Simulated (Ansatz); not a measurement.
# ScCu: moving Cu off its site

ScCu, Pm-3m, a = 3.256 Å (as given, not relaxed at this level: -1.7 GPa). The structure is a COD entry; whether it is the stable form wasn't checked. Ansatz: r2SCAN, PAW, 500 eV, Γ-centred 14×14×14 mesh on 2 atoms, Gaussian smearing 0.15 eV; no spin polarisation.

```
Sc Cu
1.0
     3.25600    0.00000    0.00000
     0.00000    3.25600    0.00000
     0.00000    0.00000    3.25600
Sc Cu
1 1
Direct
  0.50000 0.50000 0.50000
  0.00000 0.00000 0.00000
```

Atom 2 (Cu) moves by x along the unit vector (0.000, 0.000, 1.000), with its periodic images; all else is held. y is the free energy of the cell over the start, F the force along the path summed over the moved atoms. Symmetry makes y even in x.

```tsv
x (Å)	y (meV)	F (eV/Å)
-0.200	?	?
-0.100	16.9	0.34
0.000	0.0	0.00
0.025	1.1	-0.08
0.050	4.2	-0.17
0.075	9.5	-0.25
0.125	26.5	-0.42
0.150	38.1	-0.51
0.175	52.0	-0.60
```

Question: Fit y = c2 x² + c4 x⁴ to the energies of the other rows, give the force constant, and predict energy and force of the missing row.

Answer: Least squares on the rows shown. y = 1688 x² + 311.0 x⁴. The force constant is 2 c2 = 3.38 eV/Å² (for all images moving together, not for a lone atom). With two atoms in a cubic cell this is the optical mode at Γ (in a metal it hangs on mesh and smearing): ω = 521.5 √(2 c2/μ) = 187 cm⁻¹ for μ = 26.33 u. The force −dy/dx at the missing row is 0.69 eV/Å (computed 0.68). At x = -0.200 the fit asked for gives 68.0 meV. The run gave 68.0 meV, the same to the digits shown.